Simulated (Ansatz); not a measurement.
**rocksalt-structured YbB**

Computed with Ansatz (plane waves, PAW, 500 eV cutoff): r²SCAN, scalar-relativistic, no spin polarisation, 12×12×12 k-mesh, Gaussian smearing of 0.05 eV. The datasets are Ansatz's generated set soft_2.

```
CELL_PARAMETERS angstrom
0.00000 2.62762 2.62762
2.62762 0.00000 2.62762
2.62762 2.62762 0.00000
ATOMIC_POSITIONS crystal
Yb 0.50000 0.50000 0.50000
B 0.00000 0.00000 0.00000
```

The cell came from substitution into a structure type; no database entry of this phase was matched, which doesn't show that none exists.

The run above is the reference. The same cell was run again with other input settings; several of them aren't fit for production, so the rows show the settings' effect and aren't properties of the material.

| keys changed | outcome | ΔE (meV/atom) | P (GPa) | gap on the mesh (eV) | cell moment (μB) | largest force component (eV/Å) | SCF iterations | rough core-seconds | new warnings |
| --- | --- | --- | --- | --- | --- | --- | --- | --- | --- |
| none (reference) | converged | 0.0 | -0.1 | metal | – | 0.000 | – | – | – |
| scf.occupations.width: 0.05 → null; scf.occupations.method: "gaussian" → "tetrahedron" | converged | -0.7 | 0.0 | metal | – | 0.000 | 14 | 10 | band table not solved further; tetrahedron derivatives may miss energy slope |
| basis.ecutrho_ratio: 4 → 6; scf.mixing.preconditioner: "none"; hamiltonian.pseudopotentials: {"kind": "nc"} | refused | – | – | – | – | – | 0 | 0.1 | – |
| scf.convergence.dr2_threshold: 1e-06; hamiltonian.hubbard: {"sites": [{"species": "Yb", "l": "f", "u_eff": 2.0}], "double_counting": "fll"}; scf.eigensolver.kind: "davidson"; basis.precision: "f64" | converged | – | 1.8 | metal | – | 0.000 | 14 | 11 | filled band counts differ across k points; force scf threshold loose; stress scf threshold loose |
| scf.n_extra_bands: 2 | converged | 0.0 | -0.1 | metal | – | 0.000 | 14 | 8 | – |
| accuracy: "medium" | converged | 0.0 | -0.1 | metal | – | 0.000 | 13 | 8 | – |

These changes also left energy (to 0.1 meV/atom), pressure, gap, moment and forces as in the reference: basis.ecutrho_ratio: 4 → 6.

ΔE is the energy with the smearing extrapolated to zero. It is left out where the change alters the Hamiltonian or the spin treatment. The varied runs start from atomic densities (corrected by the program's trained start where that serves), with the default search for lower states unless a row changes it.

(1) What happens with these changes: scf.occupations.method: "gaussian" → "cold"; scf.occupations.width: 0.05 → 0.1?

(2) What happens with these changes: basis.ecutwfc: 500 → "200 eV"?

Answers:

(1) outcome converged, ΔE (meV/atom) 0.3, P (GPa) -0.1, gap on the mesh (eV) metal, largest force component (eV/Å) 0.000, SCF iterations 15, rough core-seconds 9.

(2) outcome converged, ΔE (meV/atom) 5187.8, P (GPa) 12.7, gap on the mesh (eV) metal, largest force component (eV/Å) 0.000, SCF iterations 11, rough core-seconds 2.7, new warnings cutoff below recommended.

1 further run (cut off, refused for memory, with changed atoms or starts, or in doubt) is left out.

Of the reference: Without a U the 4f levels of Yb lie too near the Fermi level, so their share of the states there, and what hangs on it, is overstated. No spin–orbit coupling, a notable omission for heavy elements. Spin polarisation wasn't allowed in this run, so with an open shell this may not be the ground state.
